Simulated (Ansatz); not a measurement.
**TiRe (Pm-3m), a vibration from a frozen displacement**

All numbers below come from DFT PBEsol, scalar-relativistic, plane waves, PAW (Ansatz). The runs took a 420 eV cutoff, a Γ-centred 16×16×16 mesh and Gaussian smearing (0.15 eV). Spin–orbit coupling is left out, which matters for the heavy elements here. No spin polarisation. Energies are free energies at this smearing, counted from the undisturbed cell; pressure is positive in compression.

The starting cell (as given, not relaxed at this level; it stands at -7.6 GPa, and it needn't be the usual structure):

```yaml
crystal:
  lattice:
    - [3.11800, 0.00000, 0.00000]
    - [0.00000, 3.11800, 0.00000]
    - [0.00000, 0.00000, 3.11800]
  atoms:
    - { symbol: Ti, position: [0.50000, 0.50000, 0.50000] }
    - { symbol: Re, position: [0.00000, 0.00000, 0.00000] }
```

Every Re atom is moved by x along the Cartesian unit vector (-0.577, -0.577, -0.577); the cell and all other atoms stay fixed. The cell's volume is 30.31 Å³; the moved atoms weigh 186.207 u together and the others 47.867 u. Some rows repeat others by symmetry and weren't run.

| x (Å) | ΔE (meV/cell) | total force on the moved atoms along the move (eV/Å) | pressure (GPa) |
| --- | --- | --- | --- |
| -0.3000 | 425.62 | 2.7758 | -0.6598 |
| -0.2625 | 327.52 | 2.4554 | -2.2896 |
| -0.2250 | 241.58 | 2.1259 | -3.7078 |
| -0.1875 | 168.20 | 1.7857 | -4.9084 |
| -0.1500 | 107.76 | 1.4362 | -5.8882 |
| -0.1125 | 60.57 | 1.0794 | -6.6462 |
| -0.0750 | 26.86 | 0.7181 | -7.1837 |
| -0.0375 | 6.70 | 0.3577 | -7.5073 |
| 0.0000 | 0.00 | 0.0000 | -7.6182 |
| 0.0375 | 6.70 | -0.3577 | -7.5073 |
| 0.0750 | 26.86 | -0.7181 | -7.1837 |
| 0.1125 | 60.57 | -1.0794 | -6.6462 |
| 0.1500 | 107.76 | -1.4362 | -5.8882 |
| 0.1875 | 168.20 | -1.7857 | -4.9084 |
| 0.2250 | 241.58 | -2.1259 | -3.7078 |
| 0.2625 | 327.52 | -2.4554 | -2.2896 |
| 0.3000 | 425.62 | -2.7758 | -0.6598 |

**Question.** What frequency belongs to this motion?

**Answer.** The force constant is k = −dF/dx = 9.538 eV/Å², from the parabola through x = -0.0375, 0 and 0.0375. In every cell the moved atoms swing against the rest, so the mass is μ = m₁m₂/(m₁ + m₂) = 38.078 u, and ν̃ = 521.5 cm⁻¹ × √(|k|/μ) = 261 cm⁻¹, at this cell's pressure of -7.6 GPa. To first order in x, and within 1 %, the force on every atom lies along the move and, within each of the two groups, in proportion to the atom's mass, so this is itself a mode at the zone centre of this cell.

**Question.** How far does the harmonic law reach?

**Answer.** At x = -0.300 Å, kx²/2 = 429.20 meV against the computed 425.62 meV (-0.8 %): the well is still close to harmonic there.

**Question.** The pressure changes with x². What does that say about the frequency under compression?

**Answer.** With E = k(V)x²/2, k ∝ V^(−2γ) and x scaling with the cell as V^(1/3), P − P0 = −∂E/∂V = (2γ − 2/3) ΔE/V. At x = 0.0750 Å, V(P − P0) = 30.31 × 0.43456 / 160.2 eV = 82.22 meV and ΔE = 26.86 meV, so γ = 1/3 + V(P − P0)/(2ΔE) = 1.86. This is the Grüneisen parameter of the motion under uniform scaling of the cell: shrinking the cell evenly by 1 % in volume raises the frequency by about 1.86 %.

In a metal these slopes depend on the k mesh and the smearing.